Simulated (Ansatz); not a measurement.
Molecular dynamics on a 2×2×1 supercell (16 atoms) of Si3C (ordering on diamond), relaxed with r2SCAN. Forces come from PBEsol in Ansatz: Langevin thermostat and barostat (NPT), 800 K, steps of 2 fs. Spin polarisation is off, nuclei are classical, and the run is far too short for thermal averages. The structure comes from a prototype and may be hypothetical.

```yaml
crystal:
  lattice:
    - [6.8636204035, 0.0, 0.0]
    - [0.0, 6.8636204035, 0.0]
    - [0.0, 0.0, 5.0004336163]
  atoms:
    - { symbol: C, position: [0.0, 0.0, 0.0] }
    - { symbol: Si, position: [0.0, 0.25, 0.2031984776] }
    - { symbol: Si, position: [0.25, 0.25, 0.5] }
    - { symbol: Si, position: [0.25, 0.0, 0.7968015224] }
    - { symbol: C, position: [0.0, 0.5, 0.0] }
    - { symbol: Si, position: [0.0, 0.75, 0.2031984776] }
    - { symbol: Si, position: [0.25, 0.75, 0.5] }
    - { symbol: Si, position: [0.25, 0.5, 0.7968015224] }
    - { symbol: C, position: [0.5, 0.0, 0.0] }
    - { symbol: Si, position: [0.5, 0.25, 0.2031984776] }
    - { symbol: Si, position: [0.75, 0.25, 0.5] }
    - { symbol: Si, position: [0.75, 0.0, 0.7968015224] }
    - { symbol: C, position: [0.5, 0.5, 0.0] }
    - { symbol: Si, position: [0.5, 0.75, 0.2031984776] }
    - { symbol: Si, position: [0.75, 0.75, 0.5] }
    - { symbol: Si, position: [0.75, 0.5, 0.7968015224] }
kpoints:
  mp_grid: { grid: [2, 2, 4] }
hamiltonian:
  xc: pbesol
scf:
  occupations: { method: fermi_dirac, width: 0.069 }
md:
  ensemble: npt_langevin
  temperature: 800
  timestep: 2.0
  n_steps: 40
  initial_velocities: maxwell_boltzmann
  seed: 981
```

Command: `ansatz run input.yaml --threads 4 --pin off --max-ram 3686MiB --backend cpu --events-out ev --progress --plain --runs-dir out`.

Q: It ran on 4 threads of Arm Neoverse N1, on a shared host, load about 0.9 per core. About how long did it take, and what peak of host memory did it reach?

A: About 2.5 min, with a peak of 0.62 GiB.

```tsv
step	t (fs)	T (K)	free energy F from step 0 (meV/atom)	kinetic energy (meV/atom)	pressure (GPa)	volume (Å³/atom)	largest force (eV/Å)
0	0	750	0.0	96.9	0.11	14.72	0.43
1	2	684	3.4	88.4	0.26	14.72	0.92
2	4	635	10.4	82.1	0.53	14.71	1.41
3	6	562	20.1	72.7	0.81	14.70	1.85
4	8	499	31.5	64.5	1.15	14.68	2.23
5	10	386	43.0	49.9	1.43	14.67	2.52
6	12	326	52.9	42.1	1.69	14.66	2.73
7	14	301	60.5	38.9	1.88	14.65	2.86
8	16	239	65.2	30.9	1.93	14.64	2.90
9	18	307	65.8	39.7	1.94	14.63	2.85
10	20	317	62.8	41.0	1.77	14.62	2.70
11	22	402	58.3	51.9	1.60	14.62	2.48
12	24	422	53.1	54.5	1.30	14.62	2.24
13	26	426	48.6	55.1	0.93	14.62	2.03
14	28	400	46.4	51.7	0.55	14.63	1.84
15	30	423	45.9	54.6	0.22	14.65	1.83
16	32	444	46.6	57.4	-0.15	14.67	1.90
17	34	475	48.8	61.4	-0.51	14.69	1.85
18	36	525	53.8	67.9	-0.81	14.72	1.77
19	38	506	61.9	65.4	-1.06	14.74	1.98
20	40	380	71.1	49.1	-1.30	14.76	2.14
21	42	288	79.3	37.3	-1.45	14.78	2.19
22	44	280	85.6	36.2	-1.54	14.79	2.23
23	46	284	88.8	36.7	-1.68	14.81	2.49
24	48	315	88.7	40.7	-1.78	14.82	2.66
25	50	326	87.3	42.1	-1.89	14.82	2.75
26	52	341	84.6	44.1	-2.05	14.83	2.71
27	54	340	80.6	44.0	-2.26	14.84	2.48
28	56	386	76.4	50.0	-2.38	14.85	2.22
29	58	455	72.6	58.8	-2.44	14.85	2.21
30	60	518	69.0	66.9	-2.48	14.86	2.07
31	62	566	64.9	73.1	-2.45	14.85	1.82
32	64	567	61.1	73.3	-2.32	14.83	1.85
33	66	583	58.5	75.3	-2.07	14.82	1.88
34	68	549	57.4	70.9	-1.84	14.80	1.88
35	70	551	56.9	71.2	-1.58	14.78	1.82
36	72	554	56.7	71.7	-1.31	14.76	1.74
37	74	513	57.3	66.3	-1.06	14.75	1.68
38	76	482	58.0	62.3	-0.88	14.74	1.78
39	78	514	58.4	66.4	-0.72	14.75	1.94
40	80	499	59.3	64.5	-0.66	14.75	2.07
```

The temperature starts at 750 K, is lowest at step 8 (239 K, 16 fs) and ends at 499 K. The thermostat hasn't had time to restore it. The atoms start on their lattice sites with kinetic energy alone, so much of it first passes into potential energy.

Positions (Å) and forces (eV/Å) at step 40:
```
cell (Å): 6.868 0.000 0.000; 0.000 6.868 0.000; 0.000 0.000 5.004
C    0.036   0.026   0.017    -0.540   1.024  -0.739
Si  -0.013   1.672   1.065    -0.689   1.130  -0.466
Si   1.737   1.774   2.413     0.023   0.176   1.000
Si   1.741   0.128   4.010     0.246  -0.632  -0.080
C   -0.091   3.528   0.060    -0.214  -0.583   0.089
Si  -0.026   5.295   1.050    -0.587  -1.157  -0.608
Si   1.634   5.244   2.508     1.035   0.143   0.375
Si   1.518   3.467   3.979     0.204   0.535  -0.168
C    3.447   0.087  -0.022     0.362   1.164  -0.180
Si   3.414   1.943   0.929    -0.052  -0.742  -0.447
Si   5.058   1.853   2.490     0.657   0.108  -0.364
Si   5.218   0.138   3.932    -0.814  -1.620   0.540
C    3.250   3.638  -0.091    -0.267  -0.215   1.068
Si   3.432   5.334   0.985    -1.413  -0.565  -0.303
Si   5.067   5.108   2.452     0.796   0.076   1.462
Si   4.971   3.378   4.203     1.253   1.158  -1.180
```

Where bands overlap the cell is a metal at that level, and these k meshes limit energies, forces and stress. Overlaps of a few tenths of an eV in semilocal functionals can be an artefact that a hybrid or GW lifts.
